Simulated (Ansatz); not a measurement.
Task: Name crystals whose computed values (PBE (plane waves, PAW; program Ansatz)) fall in these windows: electron conductivity mass (mₑ) 0.75 to 0.87; B₀ by P(V) fit (GPa) 62 to 87; gap (eV) 2.9 to 3.5.

Result: 

```json
[
 {"crystal": "Ba2YHO3, Immm (Pearson symbol oI14)", "electron conductivity mass (mₑ)": "0.81", "B₀ by P(V) fit (GPa)": "73.1", "gap (eV)": "3.15"}
]
```
Others may fit too.

Typed or built starts, not in the databases checked: Ba2YHO3, Immm (Pearson symbol oI14). The cell was relaxed under the symmetry of its start. Named crystals with no word on spin ran without spin polarisation. Scalar-relativistic: spin–orbit coupling is off unless named, which matters more the heavier the elements.

Potentials: the earlier of the program's two PAW sets.
